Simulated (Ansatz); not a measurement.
Starting cell, TiN (rock salt):

```
CELL_PARAMETERS angstrom
      0.00000     4.23332     4.23332
      2.11666     2.11666     4.23332
      2.11666     2.11666     0.00000
ATOMIC_POSITIONS crystal
  N  0.00000 0.00000 0.00000
  N  0.50000 0.00000 0.00000
  Ti 0.00000 0.50000 0.50000
  Ti 0.50000 0.50000 0.50000
```

The atoms are displaced by Q × the pattern below (from a DFPT mode at X = (0.5, 0.5, 0.0), largest move 1; Q in Å), at fixed cell. It is one choice among 2 degenerate patterns. (q is in reciprocal vectors of the primitive cell; the cell shown is doubled to hold the pattern.)

| atom | x | y | z |
|---|---|---|---|
| N1 | 0.000 | 1.000 | 0.000 |
| N2 | 0.000 | -1.000 | 0.000 |
| Ti3 | 0.000 | 0.143 | 0.000 |
| Ti4 | 0.000 | -0.143 | 0.000 |

The numbers are results of r2SCAN (plane waves to 500 eV, PAW, scalar-relativistic; Ansatz, a first-principles code), not measurements. k mesh 19×19×19 (Γ-centred), Fermi-Dirac smearing 0.05 eV. The energy includes the smearing's −TS. With partly filled bands, energies and forces of such displacements shift with the k mesh and the smearing. The PAW data are Ansatz's earlier set. TiN is run without spin polarisation. TiN was relaxed with its symmetry unable to fall. The zero of ΔE is the undisplaced structure. The last digit holds for this mesh only.

```json
[
 {"Q (Å)": "-0.180", "ΔE (meV/cell)": "538.4"},
 {"Q (Å)": "-0.150", "ΔE (meV/cell)": "369.3"},
 {"Q (Å)": "-0.120", "ΔE (meV/cell)": "233.6"},
 {"Q (Å)": "-0.090", "ΔE (meV/cell)": "130.2"},
 {"Q (Å)": "-0.060", "ΔE (meV/cell)": "withheld"},
 {"Q (Å)": "-0.030", "ΔE (meV/cell)": "14.3"},
 {"Q (Å)": "0.000", "ΔE (meV/cell)": "0.0"},
 {"Q (Å)": "0.030", "ΔE (meV/cell)": "14.3"},
 {"Q (Å)": "0.060", "ΔE (meV/cell)": "withheld"},
 {"Q (Å)": "0.090", "ΔE (meV/cell)": "130.2"},
 {"Q (Å)": "0.120", "ΔE (meV/cell)": "233.6"},
 {"Q (Å)": "0.150", "ΔE (meV/cell)": "369.3"},
 {"Q (Å)": "0.180", "ΔE (meV/cell)": "538.4"}
]
```

Fit an even polynomial form (powers 2, 4) to the given rows and predict ΔE at Q = -0.060.

Least squares on the 11 given rows: ΔE = (15910)·Q² + (21790)·Q⁴, in meV/cell with Q in Å; root-mean-square residual 0.13 meV/cell. At -0.060 the fit gives 57.6 meV/cell; the calculation gives 57.4 meV/cell, so the interpolation is off by 0.2 (+0.3 %). The quadratic term alone would give 57.3 meV/cell.

(A displaced cell: forces are minus the slopes of the energy, force constants its curvatures, and phonons follow from these.)
